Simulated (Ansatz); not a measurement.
Consider the following.

NbAg:
Space group Fm-3m (No. 225); a = 5.427 Å, b = 5.427 Å, c = 5.427 Å, α = 90.00°, β = 90.00°, γ = 90.00°

```
atom  site  symmetry       x       y       z
----  ----  --------  ------  ------  ------
Ag      4a      m-3m  0.0000  0.0000  0.0000
Nb      4b      m-3m  0.5000  0.5000  0.5000
```
(The calculation used a cell of 2 atoms; values per cell refer to that cell.)

This is the r²SCAN-relaxed structure.

Question: All from the program Ansatz at the r²SCAN level (PAW), unless another level is named. Give the formation energy from the elements (no fitted shifts).

Answer: 1.22 eV/atom.

Question: What about the density of states at the Fermi level?

Answer: 1.3 states/eV per atom (mean over ±0.08 eV).

The start of the workflow was typed in or built on a structure type; neither database checked (COD, Materials Project) lists it. Its standing as an ambient phase is unchecked. The cell was relaxed with r²SCAN under the symmetry of its start. At this level the phase is mechanically unstable. The run is not spin-polarised. Its formation energy is positive at this level, so the cell may be metastable or incomplete. The references are the lowest solids computed at this level, not always the standard phases. Scalar-relativistic: spin–orbit coupling is off unless named, which matters more the heavier the elements.

Potentials: the later of the program's two PAW sets.
